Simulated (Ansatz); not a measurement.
SrCoO3 (cubic perovskite, space group No. 221) at seven volumes, plane-wave PAW PBEsol (Ansatz code), scaled uniformly. One row is withheld.

```tsv
V (Å³/atom)	P (GPa)
9.748	20.67
10.070	12.56
10.391	5.71
10.713	-0.01
11.034	-4.84
11.355	?
11.677	-12.23
```

Question: Fit the shown pressures and predict the withheld one.

Answer: P = (3/2)B₀(x^(7/2) − x^(5/2))[1 + (3/4)(B′ − 4)(x − 1)] with x = (V₀/V)^(2/3). Least squares on the six rows gives V₀ = 10.712 Å³/atom, B₀ = 175 GPa, B′ = 4.82. At V = 11.355, x = 0.9619 and P = -8.87 GPa. The run itself gave -8.87 GPa.

Space group Pm-3m (cubic perovskite). The workflow started from an entry of the Crystallography Open Database (COD). Whether it is the stable phase at ambient conditions was not checked. Symmetry was held in the PBEsol relaxation; its stability against distortions is not shown here. Spin order of the final state: ferromagnetic, chosen from 4 collinear starts compared on coarse meshes (ties went to the first, and starts can fall back to one state), not a proven ground state. No Hubbard U is applied.

Potentials: the later of the program's two PAW sets.
